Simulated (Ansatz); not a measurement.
# Slab of fcc Cu (110), 5 layers

The slab is cut from the fcc crystal, the stable phase, as relaxed on PAW files (11.31 Å³/atom), with 16 Å of vacuum and a dipole correction:

```
CELL_PARAMETERS angstrom
2.51960 0.00000 0.00000
0.00000 3.56325 0.00000
0.00000 0.00000 21.03920
ATOMIC_POSITIONS crystal
Cu 0.00000 0.00000 0.38024
Cu 0.50000 0.50000 0.44012
Cu 0.00000 0.00000 0.50000
Cu 0.50000 0.50000 0.55988
Cu 0.00000 0.00000 0.61976
```

Level of theory: DFT with PBEsol, scalar-relativistic, in Ansatz 0.2.0; a Γ-centred 16×12×1 k mesh, Fermi–Dirac smearing of 0.1 eV, no spin polarisation. LAPW: all electrons, basis error target 1 meV/atom; PAW: frozen-core files, cutoff 420 eV.

The bulk energy comes from a cell in the slab's orientation on a 16×12×16 mesh. The surface energy is (E(slab) − N·E(bulk))/2A at zero smearing, the mean of both faces; thin slabs carry quantum-size effects.

The PAW files were made under PBE.

**Question.** As cut, the LAPW slab lies 2.221 eV above 5 atoms of bulk. What surface energy is that?

**Answer.** Over two faces of 8.98 Å² it is 123.7 meV/Å², and times 16.02 J/m² per eV/Å² that gives γ = 1.982 J/m².

**Question.** What do relaxation and the other method give, and what work function comes out?

**Answer.** 

| method | γ as cut (J/m²) | γ relaxed (J/m²) | Φ as cut (eV) | Φ relaxed (eV) |
| --- | --- | --- | --- | --- |
| LAPW | 1.982 | 1.934 | 4.44 | 4.49 |
| PAW | 1.984 | 1.935 | 4.44 | 4.49 |

**Question.** How do the spacings between the planes relax?

**Answer.** From the bottom face up: d12 -9.4 % of 1.260 Å, d23 +2.7 % of 1.260 Å, d34 +2.7 % of 1.260 Å, d45 -9.4 % of 1.260 Å.

**Question.** What changes if the vacuum is set to 22 Å?

**Answer.** LAPW then gives: no gap, work function 4.49 eV; PAW: no gap, work function 4.49 eV.

**Question.** What changes if the images along the normal are cut off in place of the dipole correction?

**Answer.** LAPW then gives: no gap, work function 4.49 eV; PAW: no gap, work function 4.49 eV.

**Question.** A 2p core hole is made on one atom of each kind in every 1×1 cell (PAW hole dataset, neutral cell, valence without spin). What does it cost by layer?

**Answer.** layer 1 935.75 eV, layer 2 936.05 eV, layer 3 936.07 eV. Shifts between layers mean more than the absolute values, and a whole layer of holes screens otherwise than one hole.

**Question.** In the relaxed 1×1 cell, replace the outer, then the middle Cu by Zn, which changes a whole layer. What shift does this Z+1 picture give?

**Answer.** E(outer) − E(middle) = -0.28 eV by LAPW and -0.28 eV by PAW; a positive value puts the surface line at higher binding energy.
